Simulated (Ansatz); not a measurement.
Ti3Al:
```
Ti3Al
1.0
    5.68796     0.00000     0.00000
   -2.84398     4.92592     0.00000
    0.00000     0.00000     4.60689
Ti Al
6 2
Direct
  0.83038   0.66076   0.25000
  0.16962   0.33924   0.75000
  0.16962   0.83038   0.75000
  0.83038   0.16962   0.25000
  0.33924   0.16962   0.25000
  0.66076   0.83038   0.75000
  0.33333   0.66667   0.25000
  0.66667   0.33333   0.75000
```

Relaxed with PBEsol. Special points in fractions of this cell's reciprocal vectors: Γ (0.000, 0.000, 0.000); M (0.500, 0.000, 0.000); K (0.333, 0.333, 0.000); A (0.000, 0.000, 0.500); L (0.500, 0.000, 0.500); H (0.333, 0.333, 0.500).

Q: List the band energies nearest the Fermi level at these points for PBEsol (plane waves, PAW; program Ansatz).

A: In eV from the Fermi level; about four levels below and three above (degenerate sets whole), none deeper than 8.9 eV; points with the same levels are listed once.

```tsv
k	below	above
Γ	-0.95 -0.95 -0.50 -0.25	0.06 0.77 0.77
M	-0.78 -0.55 -0.35 -0.33	0.56 0.59 0.74
K	-0.55 -0.55 -0.12 -0.12	0.36 0.55 0.55
A	-0.51 -0.51 -0.07 -0.07	0.52 0.52 0.52 0.52
L	-0.34 -0.34 -0.15 -0.15	0.06 0.06 0.30 0.30
H	-0.31 -0.31 -0.09 -0.09	0.60 0.60 0.91 0.91
```

Space group P6_3/mmc. Symmetry was held in the PBEsol relaxation; of distortions, only those at the zone centre were tested. The run is not spin-polarised.

Potentials: the later of the program's two PAW sets.
